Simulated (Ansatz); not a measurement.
The elements of this relaxed trial crystal are hidden behind letters.

```
lattice vectors (Å)
   0.0000    2.2886   11.2927
   1.5939    0.0000   11.2927
   1.5939    2.2886    0.0000
fractional positions
X 0.5000 0.5000 0.5000
X 0.6952 0.6952 0.3048
X 0.3048 0.3048 0.6952
Z 0.9013 0.9013 0.0987
Z 0.0987 0.0987 0.9013
```

All numbers below come from DFT PBE, scalar-relativistic, plane waves, PAW (Ansatz). The final run on the 5-atom cell used 420 eV, a Γ-centred 14×14×14 mesh, 0.10 eV smearing and no spin polarisation.

| Item | Value |
| --- | --- |
| Space group | Fmmm (No. 69) |
| Conventional cell | a = 3.188 Å, b = 4.577 Å, c = 22.585 Å |
| Volume per atom | 16.48 Å³ |
| Density | 10.31 g/cm³ |
| Formation energy | +0.02 eV/atom |
| Gap on the 14×14×14 mesh of the 5-atom cell | 0 eV (a metal) |

Energies are uncorrected and count from the elements' standard states at the same level.

Question: X is a d-block element of period 4 and Z is a d-block element of period 6. Which elements are they?

Answer: X = Ti, Z = W, so the formula is Ti3W2. Density times volume gives a mean mass of 10.31 × 16.48/1.6605 = 102.3 u per atom, and this set has 102.3 u. Among the elements that the hints allow, noble gases aside, only these give it. Around Ti on a site of symmetry mmm lie 4 W at 2.74 Å, 4 Ti at 2.79 Å, 2 Ti at 3.19 Å and 4 W at 3.19 Å; around Ti on a site of symmetry mm2 lie 2 W at 2.70 Å, 6 Ti at 2.79–2.94 Å, 2 W at 3.16 Å, 2 Ti at 3.19 Å and 2 Ti at 3.37 Å; around W lie 4 Ti at 2.70–2.74 Å, 4 W at 2.79 Å, 4 Ti at 3.16–3.19 Å and 2 W at 3.19 Å.

These runs have no spin–orbit coupling, which can matter for W. The cell is a metal run without spin; a magnetic state may lie lower. Symmetry constrained the relaxation, so the result can be a saddle point. Another cell of Ti3W2 relaxed alike, in R-3m, lies 24 meV/atom lower, so this cell isn't the stable form at this level.
